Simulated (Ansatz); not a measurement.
Ga₂O₃:
```
Ga2O3
1.0
    6.12775     1.51971     0.00000
   -6.12775     1.51971     0.00000
   -1.38640     0.00000     5.64053
Ga O
4 6
Cartesian
 -6.12083   1.51971   4.48224
  4.73442   1.51971   1.15829
  1.51024   1.51971   1.77292
 -2.89665   1.51971   3.86761
 -4.26687   1.51971   0.61530
  2.88047   1.51971   5.02522
 -4.78442   1.51971   3.17880
  3.39802   1.51971   2.46173
 -0.40049   1.51971   1.44549
 -0.98591   1.51971   4.19503
```

Relaxed with r²SCAN.

Question: Map the valence electron density (e/Å³), cut off at 2 on the plane through (0.090, 0.910, 0.795) spanned by u = [0, 0, 1] and v = [1, -1, 1] in lattice vectors, from r²SCAN (plane waves, PAW; program Ansatz).

Answer: x is the fraction of u, y of v (the angle between them is 76°; rows are the nearest grid lines); atoms in the plane: Ga at (0.00, 0.00), Ga at (0.59, 0.82), Ga at (0.95, 0.57), Ga at (0.64, 0.25), O at (0.24, 0.07), O at (0.35, 0.75), O at (0.69, 0.08), O at (0.91, 0.74), O at (0.06, 0.41), O at (0.54, 0.41).
```
|999932222211000000001111139999|
|896310000000000000000000001258|
|111100000000000000000000000011|
|000000000000012455321000000000|
|000000011111138999999311110000|
|310001379999964479995346999973|
|931001389999994222222248999999|
|841000013799963100000012599998|
|110000000000000000000000112221|
|952000000000000000000001399999|
|994100000000000000000001499999|
|973100000000000000000000125999|
|443210000001234542100000001234|
|999994100002699999941000002599|
|999997200001499999962000001499|
|356653100000012455421000000013|
|000000000000001258974210000000|
|000000000000001499999951000000|
|000000000000000259999951000000|
|000000000000000011222210000000|
|001247985310000136999952100000|
|112499999993100139999999421111|
|853369999994100014999998434698|
|999932222211000000001111139999|
```
Scale: ten equal steps from 0.031 (start of '0') to 2.00 (end of '9'), in the order '0123456789'; x runs from 0.000 to 1.00, y from 0.000 (bottom) to 1.00 (top).

The density is the valence pseudo-density with augmentation charge, so density and ELF within about 1 Å of a nucleus are not all-electron values.

Space group C2/m. The r²SCAN relaxation kept the symmetry of its start.

Potentials: the later of the program's two PAW sets.
